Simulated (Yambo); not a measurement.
G0W0@LDA for BN (space group P6_3/mmc, No. 194) in Yambo. Reference settings: 6×6×2 Γ-centred k mesh, 94 bands and a 10 Ry block in the screening, 94 bands in G with the Bruneval-Gonze terminator, plasmon pole fitted at 27.2 eV. The LDA gap H → Γ on this mesh is 4.26 eV; G0W0 gaps are taken between the same points.

```json
[
 {"change from the reference": "reference settings", "G0W0 gap H → Γ (eV)": "5.84", "shift of the valence edge (eV)": "-0.93"},
 {"change from the reference": "wavefunctions cut at 50 Ry", "G0W0 gap H → Γ (eV)": "5.83", "shift of the valence edge (eV)": "-0.92"},
 {"change from the reference": "20 bands in W, 20 bands in G, 6 Ry block", "G0W0 gap H → Γ (eV)": "5.71", "shift of the valence edge (eV)": "-0.42"},
 {"change from the reference": "32 bands in W, 32 bands in G, 6 Ry block", "G0W0 gap H → Γ (eV)": "5.60", "shift of the valence edge (eV)": "-0.56"},
 {"change from the reference": "32 bands in W, 32 bands in G, 8 Ry block", "G0W0 gap H → Γ (eV)": "5.69", "shift of the valence edge (eV)": "-0.63"},
 {"change from the reference": "72 bands in W, 72 bands in G, 8 Ry block", "G0W0 gap H → Γ (eV)": "5.73", "shift of the valence edge (eV)": "-0.81"},
 {"change from the reference": "9×9×2 mesh", "G0W0 gap H → Γ (eV)": "5.79", "shift of the valence edge (eV)": "-0.91"},
 {"change from the reference": "72 bands in W, 72 bands in G, 4 Ry block", "G0W0 gap H → Γ (eV)": "…", "shift of the valence edge (eV)": "-0.66"}
]
```

**Question.** Estimate the withheld gaps from the other rows; the computed values follow.

**Answer.** 
- 72 bands in W, 72 bands in G, 4 Ry block, G0W0 gap H → Γ (eV): 5.51

The reference isn't shown to be the converged limit.

Geometry of the Materials Project entry, not relaxed at this level; primitive cell a = b = 2.5124 Å, c = 7.7073 Å, α = β = 90.00°, γ = 120.00°.

A shift is the quasiparticle energy of the state minus its LDA energy.

The distance between layers or molecules is the database entry's, not relaxed here. Functionals without dispersion can leave it too large, which widens gaps and weakens the response across layers: the numbers belong to this cell.
